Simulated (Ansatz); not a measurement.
Ansatz (a first-principles code) input:

Ansatz 0.2 input:
```yaml
crystal:
  lattice:
    - [2.8218638233, 0.0, 0.0]
    - [0.0, 2.8218638233, 0.0]
    - [0.0, 0.0, 4.0773265305]
  atoms:
    - { symbol: Al, position: [0.5, 0.5, 0.5] }
    - { symbol: Ti, position: [0.0, 0.0, 0.0] }
kpoints:
  mp_grid: { grid: [14, 14, 10] }
basis: { xc_grid: 2, fft_grid_basis: typed }
hamiltonian:
  xc: pbe
  pseudopotentials: { kind: paw }
scf:
  occupations: { method: gaussian, width: 0.1 }
checkpoint: { read: metal.run }
output: { write_density: true, elf: true, volumetric_format: npy }
```

Output (shortened):

```
Pseudopotential: Al, paw, valence charge 3
Pseudopotential: Ti, paw, valence charge 12
Functional definition: PBE
Crystal: 2 atoms, lattice volume = 32.467 Å³
Basis set: ecut = 420 eV, 649 PW (Γ), exchange–correlation on 40×40×60 points (8 copies of the dense FFT grid, shifted against one another)
Bands: 16, of which v1, the nominal top of the filled ones, is band 8 counted from 1 (7 counted from 0)
Symmetry: 16 space group operations
Space group: P4/mmm (ITA 123), of the structure as read, at distance tolerance 3.2e-5 Å
k-points: 216 of 1960
Stability of the state it starts from, as read at its close in the unpolarized treatment …
iter 1 solved again at ethr=4.96e-8 eV; its pass at ethr=3.10e-3 eV (dr2=7.44e-6 eV) is discarded
SCF iter   1: F=—  HF=-3037.984068 eV  |F-HF|=—  |Δ(HF+E_count)|=         —  Δρ=1.55e-7  dr2=6.51e-12  ethr=4.96e-8  ⟨swp⟩=2.4  Hψ=23358  notcnv=0
preconditioner: auto → none
SCF iter   2: F=-3037.984068 eV  HF=-3037.984068 eV  |F-HF|=1.36e-12  |Δ(HF+E_count)|=   2.67e-9  Δρ=8.01e-8  dr2=1.58e-12  ethr=1.00e-12  ⟨swp⟩=4.6  Hψ=10501  notcnv=0
SCF 1 converged in 2 iterations: F = -3037.984068 eV  dr2 = 1.58e-12
SCF converged after 2 iterations
Free energy (F): -3037.984068 eV
Harris-Foulkes:  -3037.984068 eV  (|F-HF|=1.36e-12)
Internal energy: -3037.975545 eV  (E = F + TS)
E sigma→0 (E₀):  -3037.979806 eV
Entropy (-TS):   -0.008523 eV (-4.262 meV/atom)
Fermi energy:    10.980776 eV
--- Per-component energies (eV) ---
  E_band       = -164.849267
  E_kinetic    = 296.436450
  E_local      = -1078.015783  (includes V_loc(G=0)·N_el)
  E_nonlocal   = 19.102248
  E_hartree    = 462.247703
  E_xc         = -137.738259
  E_vxc        = -151.612124  (∫ρ·V_xc dr)
  E_paw        = -1515.538665  (= ΣΔE_a)
  E_vpaw       = -175.255623  (= ΣTr[D̂ρ^β])
  E_aug_tail   = 0.000126  (compensation charges beyond the density's cutoff)
  E_ewald      = -1084.469364
  E_smearing   = -0.008523  (= −TS)
  E_closure    = 0.000000  (closes the sum)
  Σ components = -3037.984068   (vs F -3037.984068, Δ=0.00e0)
  [band-id]    e_kinetic+e_local+e_nonlocal+2·e_hartree+e_vxc+e_vpaw+e_augmentation_tail = -164.849300   (vs E_band -164.849267, Δ=-3.30e-5)
--- Band table (eV; the first three rows and the last of 216) ---
  k-point 0: bands = ["-45.6280", "-22.0304", "-21.5904", "-21.5904", "1.9368", "9.1018", "10.1272", "10.5797", "13.1354", "13.1354", "14.2816", "17.1034", "19.3599", "19.3599", "20.0182", "25.1487"]
  k-point 1: bands = ["-45.6280", "-22.0320", "-21.5903", "-21.5903", "2.0279", "8.6784", "10.1424", "10.7964", "13.0987", "13.0987", "14.2828", "17.4058", "19.5079", "19.5079", "19.8890", "25.0792"]
  k-point 2: bands = ["-45.6278", "-22.0362", "-21.5902", "-21.5902", "2.2925", "7.8169", "10.1828", "11.1240", "13.0064", "13.0064", "14.2862", "18.1926", "19.5743", "19.9285", "19.9285", "24.9228"]
  k-point 215: bands = ["-45.5126", "-21.9993", "-21.9993", "-21.9290", "8.4656", "8.7208", "8.7208", "12.7338", "13.0965", "13.6690", "15.1393", "15.1393", "15.1756", "15.9630", "15.9630", "19.2453"]
```

Cost: roughly 2.3 core-seconds on shared cores.

Symmetry was held in the PBE relaxation; phonons on a q-mesh show no instability. No spin polarisation was allowed.

Potentials: the later of the program's two PAW sets.

Ansatz is a plane-wave DFT program.
